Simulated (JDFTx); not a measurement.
An input for JDFTx (a modified build) (Rh(100), CANDLE, water, 1 M NaCl; bohr, hartree) and the course of its log:

```
lattice \
  5.0856823471 0.0000000000 0.0000000000 \
  0.0000000000 5.0856823471 0.0000000000 \
  0.0000000000 0.0000000000 44.5975365412
coords-type Lattice
ion Rh 0.0000000000 0.0000000000 -0.1612699150 0
ion Rh 0.5000000000 0.5000000000 -0.0806349580 0
ion Rh 0.0000000000 0.0000000000 0.0000000000 0
ion Rh 0.5000000000 0.5000000000 0.0806349580 0
ion Rh 0.0000000000 0.0000000000 0.1612699150 0
ion-species pseudo/rh_pbe_v1.4.upf
elec-cutoff 20 100
elec-ex-corr gga-PBE
coulomb-interaction Slab 001
coulomb-truncation-embed 0 0 0
kpoint-folding 8 8 1
elec-smearing Fermi 0.01
elec-n-bands 50
electronic-scf nIterations 100 energyDiffThreshold 1e-08
fluid LinearPCM
pcm-variant CANDLE
fluid-solvent H2O
fluid-cation Na+ 1
fluid-anion Cl- 1
fluid-minimize nIterations 400 knormThreshold 1e-11
wavefunction read vac.wfns
elec-initial-eigenvals vac.eigenvals
dump-name f0.$VAR
dump End State Ecomponents EigStats BandEigs Forces ElecDensity IonicPositions Fillings Kpoints Dtot FluidDebug BoundCharge FluidDensity
```

```
[one cycle in 5 is shown, and the last three; fluid-solver lines are left out]
	FillingsUpdate:  mu: -0.176888226  nElectrons: 75.000000
SCF: Cycle:  0   F: -407.812248757479097   dF: +4.651e-05   |Residual|: 1.602e-03   |deigs|: 1.550e-04
	FillingsUpdate:  mu: -0.174586579  nElectrons: 75.000000
SCF: Cycle:  5   F: -407.812326782171397   dF: -6.986e-06   |Residual|: 3.139e-04   |deigs|: 5.378e-04
	FillingsUpdate:  mu: -0.173519328  nElectrons: 75.000000
SCF: Cycle: 10   F: -407.812325902819396   dF: +3.022e-06   |Residual|: 4.427e-04   |deigs|: 4.087e-04
	FillingsUpdate:  mu: -0.173463270  nElectrons: 75.000000
SCF: Cycle: 15   F: -407.812329445465309   dF: -3.996e-08   |Residual|: 1.082e-05   |deigs|: 1.159e-04
	FillingsUpdate:  mu: -0.173474487  nElectrons: 75.000000
SCF: Cycle: 20   F: -407.812329379475841   dF: +6.425e-08   |Residual|: 5.628e-05   |deigs|: 2.549e-05
	FillingsUpdate:  mu: -0.173480784  nElectrons: 75.000000
SCF: Cycle: 25   F: -407.812329388675835   dF: +5.746e-08   |Residual|: 4.947e-05   |deigs|: 2.113e-05
	FillingsUpdate:  mu: -0.173487220  nElectrons: 75.000000
SCF: Cycle: 30   F: -407.812329346091701   dF: +9.686e-08   |Residual|: 6.070e-05   |deigs|: 2.601e-05
	FillingsUpdate:  mu: -0.173450764  nElectrons: 75.000000
SCF: Cycle: 35   F: -407.812329440588599   dF: -1.570e-08   |Residual|: 1.937e-05   |deigs|: 2.865e-05
	FillingsUpdate:  mu: -0.173466339  nElectrons: 75.000000
SCF: Cycle: 40   F: -407.812329420970457   dF: +2.772e-08   |Residual|: 4.261e-05   |deigs|: 3.044e-06
	FillingsUpdate:  mu: -0.173455369  nElectrons: 75.000000
SCF: Cycle: 45   F: -407.812329430153341   dF: -1.043e-08   |Residual|: 2.674e-05   |deigs|: 8.991e-06
	FillingsUpdate:  mu: -0.173464707  nElectrons: 75.000000
SCF: Cycle: 50   F: -407.812329447735692   dF: -6.636e-08   |Residual|: 1.514e-05   |deigs|: 1.473e-05
	FillingsUpdate:  mu: -0.173471258  nElectrons: 75.000000
SCF: Cycle: 55   F: -407.812329443979706   dF: -3.721e-08   |Residual|: 2.117e-05   |deigs|: 1.136e-05
	FillingsUpdate:  mu: -0.173453838  nElectrons: 75.000000
SCF: Cycle: 60   F: -407.812329336930361   dF: +1.064e-07   |Residual|: 6.560e-05   |deigs|: 1.669e-05
	FillingsUpdate:  mu: -0.173470068  nElectrons: 75.000000
SCF: Cycle: 65   F: -407.812329440285737   dF: -6.817e-08   |Residual|: 2.735e-05   |deigs|: 1.531e-05
	FillingsUpdate:  mu: -0.173456401  nElectrons: 75.000000
SCF: Cycle: 70   F: -407.812329389856188   dF: +5.522e-08   |Residual|: 4.634e-05   |deigs|: 1.280e-05
	FillingsUpdate:  mu: -0.173468345  nElectrons: 75.000000
SCF: Cycle: 75   F: -407.812329442669522   dF: -6.357e-08   |Residual|: 2.250e-05   |deigs|: 1.549e-05
	FillingsUpdate:  mu: -0.173439067  nElectrons: 75.000000
SCF: Cycle: 80   F: -407.812329280607287   dF: +1.571e-07   |Residual|: 7.375e-05   |deigs|: 3.071e-05
	FillingsUpdate:  mu: -0.173502534  nElectrons: 75.000000
SCF: Cycle: 85   F: -407.812329376699665   dF: +6.231e-08   |Residual|: 5.309e-05   |deigs|: 5.132e-05
	FillingsUpdate:  mu: -0.173464729  nElectrons: 75.000000
SCF: Cycle: 90   F: -407.812329442092107   dF: +6.398e-09   |Residual|: 2.185e-05   |deigs|: 5.823e-06
	FillingsUpdate:  mu: -0.173445432  nElectrons: 75.000000
SCF: Cycle: 95   F: -407.812329336936614   dF: +1.055e-07   |Residual|: 5.940e-05   |deigs|: 2.539e-05
	FillingsUpdate:  mu: -0.173453541  nElectrons: 75.000000
SCF: Cycle: 97   F: -407.812329369002214   dF: +7.475e-08   |Residual|: 5.404e-05   |deigs|: 1.456e-05
	FillingsUpdate:  mu: -0.173468234  nElectrons: 75.000000
SCF: Cycle: 98   F: -407.812329443778253   dF: -7.478e-08   |Residual|: 2.181e-05   |deigs|: 1.513e-05
	FillingsUpdate:  mu: -0.173453799  nElectrons: 75.000000
SCF: Cycle: 99   F: -407.812329366866436   dF: +7.691e-08   |Residual|: 5.562e-05   |deigs|: 1.490e-05
SCF: None of the convergence criteria satisfied after 100 iterations.
IonicMinimize: Iter:   0  F: -407.812329366866436  |grad|_K:  0.000e+00
IonicMinimize: Converged (|grad|_K<1.000000e-04).
```

This run gave no converged result. The loop ran out of cycles short of its threshold. It has stalled and not diverged: the last ten energies span 1e-07 Ha, so the total is near its end, but levels, forces and charges aren't shown converged.
